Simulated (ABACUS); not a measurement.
ABACUS run on SiNi (Pnma, 8 atoms in the cell; from Materials Project mp-351): self-consistent single point.

All values come from this method and carry its errors: PBE, PseudoDojo 0.5 standard norm-conserving PBE (tails mended) pseudopotentials (plane waves; ABACUS).

```
CELL_PARAMETERS angstrom
      5.14154     0.00000     0.00000
      0.00000     3.32130     0.00000
      0.00000     0.00000     5.56978
ATOMIC_POSITIONS crystal
  Si 0.82109 0.75000 0.58232
  Si 0.17891 0.25000 0.41768
  Si 0.67891 0.25000 0.08232
  Si 0.32109 0.75000 0.91768
  Ni 0.50795 0.25000 0.68852
  Ni 0.49205 0.75000 0.31148
  Ni 0.99205 0.75000 0.18852
  Ni 0.00795 0.25000 0.81148
```

Reference input (self-consistent single point, DFT, PBE, plane waves, PseudoDojo 0.5 standard norm-conserving PBE (tails mended) pseudopotentials): KPT = Gamma 3 4 3 0 0 0; basis_type = pw; dft_functional = PBE; ecutwfc = 98 Ry; smearing_method = fd; smearing_sigma = 0.00367493 Ry; potentials = PseudoDojo 0.5 standard norm-conserving PBE (tails mended); symmetry = 1; symmetry_prec = 1e-05; ks_solver = dav_subspace; scf_nmax = 100; scf_thr = 1.0e-09 Ry. This run's input differs from it in these lines:

```diff
@@ -11,3 +11,3 @@
 smearing_method      fd
-smearing_sigma       0.00367493
+smearing_sigma       0.000146997
 ks_solver            dav_subspace
```

The program printed (abridged):

```
 SELF-CONSISTENT
 -------------------------------------------
                                 init_chg = atomic

 PW ALGORITHM --------------- ION=   1  ELEC=   1--------------------------------

 Notice: Threshold on eigenvalues was too large.

 Density error is 0.653322309433
                          Error Threshold = 0.000746170884141
 E_KohnSham     -1376.0847437309     -18722.5934456098
 E_Fermi        1.0774875575         14.6599703056

 PW ALGORITHM --------------- ION=   1  ELEC=   2--------------------------------

 Density error is 6.79515233044
                          Error Threshold = 0.000742411715265
   [... lines left out ...]

 Density error is 5.35184457377e-09
                          Error Threshold = 3.13109375847e-11
 E_KohnSham     -1376.4572782802     -18727.6620381823
 E_Fermi        1.1151141740         15.1719066872

 PW ALGORITHM --------------- ION=   1  ELEC=   9--------------------------------

 Density error is 1.5993243571e-11
                          Error Threshold = 6.0816415611e-12
 E_KohnSham     -1376.4572782809     -18727.6620381920
 E_KS(sigma->0) -1376.4572669597     -18727.6618841596
 E_entropy(-TS) -0.0000226423        -0.0003080649
 E_Fermi        1.1151178551         15.1719567703
 charge density convergence is achieved
 final etot is -18727.662038 eV
 EFERMI = 15.17195677 eV

 STATE ENERGY(eV) AND OCCUPATIONS    NSPIN == 1
   [... 51 lines left out ...]

 TOTAL-FORCE (eV/Angstrom)
                       Si1         0.0295414735         0.0000000000         0.0925703467
                       Si2        -0.0295414735         0.0000000000        -0.0925703467
                       Si3        -0.0295414735         0.0000000000         0.0925703467
                       Si4         0.0295414735         0.0000000000        -0.0925703467
                       Ni1         0.0729153492         0.0000000000        -0.0324281720
                       Ni2        -0.0729153492         0.0000000000         0.0324281720
                       Ni3        -0.0729153492         0.0000000000        -0.0324281720
   [... lines left out ...]

 TOTAL-STRESS (KBAR)
        62.3215317659         0.0000000000         0.0000000000
         0.0000000000        41.9847882650         0.0000000000
         0.0000000000         0.0000000000        58.4139967144
 TOTAL-PRESSURE: 54.240106 KBAR

 --------------------------------------------
 !FINAL_ETOT_IS -18727.6620381920292857 eV
 --------------------------------------------
```

The run converged in 9 iterations. Against the reference run the free energy rises by 1.6 meV/atom, the pressure hardly changes (5.45 to 5.42 GPa) and the largest force moves little (0.096 to 0.097 eV/Å).

The run has no spin polarisation, so moments on Ni cannot form. This run is one point of a test of settings, so its values need not be converged; read them against the reference run alone. The structure comes from a collection of computed structures, made at another level of theory; the collection holds predicted forms beside known ones. No clean gap shows at this smearing width and mesh (spacing up to 0.47 Å⁻¹); the mesh is coarse for partly filled bands, so the values carry mesh errors.

Cost on one core: very roughly 70 core-seconds.

“Tails mended”: in these copies of the files the far tail of each local potential was reset to the Coulomb form.
